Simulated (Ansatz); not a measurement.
# HfTl6Fe6, a disordered cell

```yaml
crystal:
  lattice:
    - [6.92866, 0.17967, 0.23507]
    - [0.36507, 6.98191, 0.34417]
    - [0.34693, 0.64401, 5.64758]
  atoms:
    - { symbol: Hf, position: [0.63486, 0.63606, 0.43879] }
    - { symbol: Tl, position: [0.10946, 0.22862, 0.66168] }
    - { symbol: Tl, position: [0.59203, 0.75707, 0.92053] }
    - { symbol: Tl, position: [0.96881, 0.84157, 0.00428] }
    - { symbol: Tl, position: [0.73823, 0.37354, 0.89945] }
    - { symbol: Tl, position: [0.29490, 0.87134, 0.61564] }
    - { symbol: Tl, position: [0.00979, 0.62052, 0.63213] }
    - { symbol: Fe, position: [0.04728, 0.38473, 0.15952] }
    - { symbol: Fe, position: [0.47546, 0.13893, 0.78983] }
    - { symbol: Fe, position: [0.64469, 0.03305, 0.18620] }
    - { symbol: Fe, position: [0.76844, 0.23470, 0.47360] }
    - { symbol: Fe, position: [0.34351, 0.49404, 0.84299] }
    - { symbol: Fe, position: [0.27004, 0.65461, 0.23574] }
```

The numbers come from plane-wave PAW DFT (Ansatz): m-r2SCAN, no spin polarisation, 500 eV, 3×3×3 (shifted by 0, 0, 0.5 steps) k points, gaussian occupations (width 0.0209 eV). Nothing was relaxed.

Task: Give the Bader charges.

Result: Bader charges in e: Hf +1.37, Tl -0.43 to +0.02, Fe -0.22 to +0.05. In the mean Hf gives up most and Tl takes most.

Task: What does the stress say?

Result: The pressure is -3.1 GPa (compression positive), so with the atoms held at these fractions the cell would first shrink; the forces are large, so a full relaxation may end otherwise. The principal stresses -7.7, -3.6, 2.1 GPa differ, so its shape would change too.

Task: What do density and ELF say about some of the short contacts?

Result: Fe–Fe at 2.58 Å: least valence density 0.32 e/Å³ and ELF 0.39 there. Tl–Fe at 2.68 Å: least valence density 0.33 e/Å³ and ELF 0.30 there. Tl–Tl at 2.73 Å: least valence density 0.37 e/Å³ and ELF 0.25 there. These are pseudo-fields; inside the PAW spheres they differ from the all-electron ones.

Task: What happens at the Fermi level?

Result: It is a metal on this mesh, though the bands barely overlap, with about 24 states/eV a cell as the mean within 0.25 eV of the Fermi level, mostly Fe d (89 %).

Origin: a disordered cell, so it need not be a known compound. Caveats: no spin polarisation, so a magnetic state may lie lower; the k mesh is coarse if the cell is a metal; atoms or cell far from equilibrium; m-r2SCAN is r2SCAN with a changed spin dependence that lowers moments.
